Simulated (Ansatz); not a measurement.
WC:
```yaml
crystal:
  lattice:
    - [2.92192, 0.00000, 0.00000]
    - [-1.46096, 2.53046, 0.00000]
    - [0.00000, 0.00000, 2.84692]
  atoms:
    - { symbol: W, position: [0.00000, 0.00000, 0.00000] }
    - { symbol: C, position: [0.66667, 0.33333, 0.50000] }
```

Relaxed with PBE. Special points in fractions of this cell's reciprocal vectors: Γ (0.000, 0.000, 0.000); M (0.500, 0.000, 0.000); K (0.333, 0.333, 0.000); A (0.000, 0.000, 0.500); L (0.500, 0.000, 0.500); H (0.333, 0.333, 0.500).

Question: List the band energies nearest the Fermi level at these points for PBE with spin–orbit coupling (plane waves, PAW; program Ansatz).

Answer: In eV from the Fermi level; about four levels below and three above (degenerate sets whole), none deeper than 8.9 eV; points with the same levels are listed once.

```csv
k,below,above
Γ,-3.48 -3.48 -3.17 -3.17,0.03 0.03 2.98 2.98
M,-3.52 -3.52 -0.51 -0.51,2.30 2.30 4.27 4.27
K,-4.86 -4.26 -3.48 -3.34,0.39 0.73 0.74
A,-0.84 -0.84 -0.27 -0.27,3.55 3.55 4.46 4.46
L,-4.31 -4.31 -4.21 -4.21,0.20 0.20 4.29 4.29
H,-1.87 -1.63 -0.71 -0.51,4.21 4.29 6.15
```

Space group P-6m2. The PBE relaxation kept the symmetry of its start. No spin polarisation was allowed.

Potentials: the earlier of the program's two PAW sets.
